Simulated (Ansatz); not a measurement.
GaSb in space group P-6m2 (No. 187; Ga on 1a, Sb on 1f), the program Ansatz at the PBE level (PAW), all energies at zero smearing, with the estimated change up to a 700 eV cutoff added, with one set of potentials and settings (totals compare only within such a set). Cell of 2 atoms (1 Ga, 1 Sb): -10267.413 eV.

| element | reference phase | E (eV/atom) |
|---|---|---|
| Ga | Cmce, 4 atoms in the cell | -3783.0259 |
| Sb | R-3m, 2 atoms in the cell | -6484.5760 |

Formation energy per atom, worked out: (-10267.413 − 1×(-3783.0259) − 1×(-6484.5760))/2 = 0.095 eV/atom (9 kJ per mol of atoms), at 0 K, without zero-point energy or fitted corrections.

A made-up cell: these elements were put on the sites of a structure type; neither database checked (COD, Materials Project) lists it. It is not the phase usual at ambient conditions (space group No. 216). The PBE relaxation kept the symmetry of its start; whether a distortion lowers the energy is not shown. The references are the lowest solids computed at this level, not always the standard phases. Spin–orbit coupling is left out wherever it is not named.

Potentials: the earlier of the program's two PAW sets.
